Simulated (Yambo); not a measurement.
AlAs (zinc blende, space group F-43m, No. 216), G0W0@PBE in Yambo with this input:

```
rim_cut
gw0
dyson
el_el_corr
HF_and_locXC
ppa
em1d
RandQpts= 1000000
RandGvec= 1 Ry
EXXRLvcs= 104 Ry
VXCRLvcs= 416 Ry
Chimod= "HARTREE"
% BndsRnXp
 5 | 202 |
%
NGsBlkXp= 15 Ry
% LongDrXp
 1.0 | 1.0 | 1.0 |
%
PPAPntXp= 27.2114 eV
% GbndRnge
 1 | 202 |
%
GTermKind= "BG"
DysSolver= "n"
ExtendOut
```

On a 4×4×4 mesh, with wavefunctions cut at 104 Ry, the gap (Γ → X) is 2.066 eV and the valence edge shifts by -0.739 eV.

Task: What happens with this change: wavefunctions cut at 30 Ry?

Result: The gap rises by 0.065 eV, to 2.131 eV; the shift of the valence edge becomes -0.689 eV. Neither run is shown to be the converged limit.

Spin-orbit coupling is not included.

Geometry relaxed with PBEsol; primitive cell a = b = c = 4.013 Å, α = β = γ = 60.00°.

A shift is the quasiparticle energy of the state minus its PBE energy.

The potentials are those of PseudoDojo's stringent table.
